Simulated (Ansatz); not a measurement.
BeS:
```cif
data_BeS
_chemical_formula_sum 'S1 Be1'
_space_group_name_H-M_alt 'P 1'
_space_group_IT_number 1
_cell_length_a 3.24555
_cell_length_b 3.24555
_cell_length_c 3.24555
_cell_angle_alpha 60.000
_cell_angle_beta 60.000
_cell_angle_gamma 60.000
loop_
_space_group_symop_operation_xyz
  'x, y, z'
loop_
_atom_site_label
_atom_site_type_symbol
_atom_site_fract_x
_atom_site_fract_y
_atom_site_fract_z
_atom_site_occupancy
S1 S 0.00000 0.00000 0.00000 1
Be1 Be 0.50000 0.50000 0.50000 1
```

Relaxed with PBEsol.

Q: Give the optical modes at the zone centre with their infrared and Raman activity from DFPT, DFT-PBEsol in the program Ansatz with PAW potentials.

A: Transverse frequencies, without the LO–TO term; a row sums one degenerate level.

```tsv
ω (cm⁻¹)	degeneracy	IR ((D/Å)²/amu)	Raman (Å⁴/amu)	activity	symmetry
185i	3	79.09	0	IR	T1u
```

Q: How high does the top mode go among those that the LO–TO term moves?

A: 467 cm⁻¹ for q along x.

Space group Fm-3m (rock salt). The cell is a constructed one: a structure type filled with these elements; neither database checked (COD, Materials Project) lists it. COD files the formula under space group No. 216, so this cell is another polymorph or a model. Whether it is the stable phase at ambient conditions was not checked. The PBEsol relaxation kept the symmetry of its start. At this level the phase is dynamically unstable (imaginary phonons).

Potentials: the later of the program's two PAW sets.
